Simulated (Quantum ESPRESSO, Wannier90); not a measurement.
## Tight-binding from DFT: CdTe (zinc blende)

```xyz
2
Lattice="0.0000 3.2821 3.2821 3.2821 0.0000 3.2821 3.2821 3.2821 0.0000" Properties=species:S:1:pos:R:3 pbc="T T T"
Cd     0.0000     0.0000     0.0000
Te    -1.6411    -1.6411    -1.6411
```

Structure: Materials Project mp-406, symmetrised, not relaxed again. COD (Crystallography Open Database) has the formula in 2 space groups, this one among them (matched by group alone). Computed values, not measurements, from PBEsol: Quantum ESPRESSO (norm-conserving PseudoDojo potentials, cutoff 82 Ry, spinors with spin-orbit coupling) on a Γ-centred 6×6×6 mesh, then Wannier90. Density: 8×8×8 mesh, Gaussian smearing 0.01 Ry. With spin-orbit coupling a semilocal functional can close or falsely invert a small gap; the band order was not checked against a better method. The gap is small at this level and was sampled on the meshes and a path alone.

A tight-binding model is made by disentanglement and projection with no localisation steps (num_iter = 0), so the 16 orbitals stay atom-like: hydrogen-like Cd: s;p; Te: s;p, axes along x, y, z; frozen window up to 1.78 eV relative to the valence-band maximum. It follows pw.x to 3.4 meV rms for states up to 1.3 eV relative to the valence-band maximum. Matrix elements depend on this choice of orbitals and windows. Bands 21–30 (Cd 4d 96 %) lie between the kept ones and are excluded.

**Question.** What are the on-site energies relative to the valence-band maximum, and how fast do the hoppings decay?

**Answer.** 
| atom | orbitals | energy (eV) |
|---|---|---|
| Cd1 | s↑ s↓ | -0.68 |
| Cd1 | pz↑ pz↓ px↑ px↓ py↑ py↓ | 4.42 |
| Te2 | s↑ s↓ | -9.43 |
| Te2 | pz↑ pz↓ px↑ px↓ py↑ py↓ | 0.28 |

```
distance of the centres (Å)  largest modulus (eV)
---------------------------  --------------------
2–3                                           1.1
4–5                                          0.30
5–6                                         0.028
6–7                                         0.010
7–8                                         0.045
8–9                                         0.014
9–10                                        0.013
10–11                                      0.0047
```

Effective spin-orbit constants λ of λ L·S, from the same-site elements px↑–py↑ (λ/2) and dx2-y2↑–dxy↑ (λ), where they are among the larger elements: Te2 p 0.57 eV, Cd1 p 0.19 eV.
